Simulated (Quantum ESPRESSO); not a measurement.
**Band energies of SnS$_{2}$ bilayer**

```
SnS2
1.0
    3.66902     0.00000     0.00000
   -1.83451     3.17746     0.00000
    0.00000     0.00000    27.30000
S Sn
4 2
Direct
  0.66667   0.33333   0.83958
  0.33333   0.66667   0.94795
  0.66667   0.33333   0.05205
  0.33333   0.66667   0.16042
  0.00000   0.00000   0.89382
  0.00000   0.00000   0.10618
```

PBE (stringent potentials; Quantum ESPRESSO, PseudoDojo norm-conserving, 102 Ry, no spin-orbit coupling); path ΓMKΓ; energies in eV from the valence-band maximum.

| k (1/Å) | point | band 30 | band 31 | band 32 | band 33 | band 34 | band 35 | band 36 | band 37 |
|---|---|---|---|---|---|---|---|---|---|
| 0.00 | Γ | -0.34 | -0.19 | -0.19 | -0.12 | -0.12 | 2.19 | 2.84 | 3.79 |
| 0.20 |  | -0.64 | -0.53 | -0.20 | -0.12 | -0.02 | 2.67 | 2.98 | 4.30 |
| 0.40 |  | -1.31 | -0.95 | -0.17 | -0.15 | -0.01 | 2.66 | 2.94 | 4.70 |
| 0.59 |  | -1.78 | -0.79 | -0.27 | -0.26 | -0.09 | 2.09 | 2.40 | 4.87 |
| 0.79 |  | -1.85 | -0.67 | -0.45 | -0.38 | -0.18 | 1.67 | 1.87 | 4.76 |
| 0.99 | M | -1.84 | -0.71 | -0.50 | -0.42 | -0.22 | 1.52 | 1.67 | 4.67 |
| 1.18 |  | -2.04 | -0.77 | -0.68 | -0.51 | -0.33 | 1.98 | 2.03 | 5.24 |
| 1.56 | K | -3.07 | -0.99 | -0.99 | -0.40 | -0.40 | 2.32 | 2.89 | 5.77 |
| 1.72 |  | -2.66 | -1.25 | -0.77 | -0.51 | -0.28 | 2.38 | 2.84 | 5.58 |
| 1.89 |  | -2.07 | -1.37 | -0.87 | -0.30 | -0.27 | 2.54 | 2.80 | 5.48 |
| 2.05 |  | -1.49 | -1.16 | -0.90 | -0.38 | -0.09 | 2.73 | 2.80 | 5.52 |
| 2.21 |  | -0.99 | -0.77 | -0.67 | -0.52 | -0.02 | 2.87 | 2.93 | 5.34 |
| 2.38 |  | -0.60 | -0.56 | -0.38 | -0.34 | -0.05 | 2.97 | 2.98 | 4.86 |
| 2.70 | Γ | -0.34 | -0.19 | -0.19 | -0.12 | -0.12 | 2.19 | 2.84 | 3.79 |

The PBE gap is 1.52 eV; at least one edge lies off the plotted path, at a point of the SCF mesh. The smallest direct gap is 1.74 eV. Another valence extremum on the path lies within 0.02 eV, too close to call. The valence-band maximum lies 6.74 eV below the vacuum level.

Spin-orbit splittings are left out.

Geometry relaxed with PBE+D3(BJ).
